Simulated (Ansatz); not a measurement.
WSi2 (MoSi2 type, space group I4/mmm): map of one atom of the cell

WSi2 (MoSi2 type, space group I4/mmm)

```
WSi2
1.0
   -1.61472     1.61472     3.93387
    1.61472    -1.61472     3.93387
    1.61472     1.61472    -3.93387
W Si
1 2
Direct
  0.00000   0.00000   0.00000
  0.33458   0.33458   0.00000
  0.66542   0.66542   0.00000
```

Two-dimensional scan of atom 1 (W, nearest neighbour Si at 2.628 Å; its periodic images, 3.2 Å or more away, move with it): u runs along (0.707, 0.707, 0.000), v along (0.000, 0.000, 1.000) (Cartesian). Cell and other atoms are fixed.

Level of theory: PBE (plane waves to 420 eV, PAW, scalar-relativistic; Ansatz, an electronic-structure program). k mesh 16×16×16 (Γ-centred), Fermi-Dirac smearing 0.05 eV. E stands for the smeared free energy. Compression counts positive. With partly filled bands, energies and forces of such displacements shift with the k mesh and the smearing. Spin-orbit coupling is left out, though W is heavy. The PAW data are Ansatz's earlier set. WSi2 is run without spin polarisation. WSi2 was relaxed with its symmetry unable to fall. ΔE is measured from the undisplaced structure. Axes are in Å.

ΔE (meV/cell), with u across and v down:

| v \ u | -0.390 | -0.195 | 0.000 | 0.195 | 0.390 |
|---|---|---|---|---|---|
| -0.390 | 2339 | 1417 | 1163 | 1417 | 2339 |
| -0.195 | 1268 | 488 | 271 | 488 | 1268 |
| 0.000 | 929 | 202 | 0 | 202 | 929 |
| 0.195 | 1268 | 488 | 271 | 488 | 1268 |
| 0.390 | 2339 | 1417 | 1163 | 1417 | 2339 |

P (GPa), with u across and v down:

```tsv
v \ u	-0.390	-0.195	0.000	0.195	0.390
-0.390	27.8	18.3	15.4	18.3	27.8
-0.195	15.9	6.7	3.8	6.7	15.9
0.000	12.0	2.9	0.0	2.9	12.0
0.195	15.9	6.7	3.8	6.7	15.9
0.390	27.8	18.3	15.4	18.3	27.8
```

Derived quantities:

Principal force constants in the plane (five-point differences of the forces): 10.1 and 13.9 eV/Å². Softest direction at the centre: along u. Centre of the map: a minimum. Lowest place on the grid: u = 0.000 Å, v = 0.000 Å (0 meV/cell). Highest place on the grid, met at several equal points: u = -0.390 Å, v = -0.390 Å; u = 0.390 Å, v = -0.390 Å; u = -0.390 Å, v = 0.390 Å; u = 0.390 Å, v = 0.390 Å (2339 meV/cell).

The 25 points together took very roughly 27 core-minutes.

(A displaced cell: forces are minus the slopes of the energy, force constants its curvatures, and phonons follow from these.)
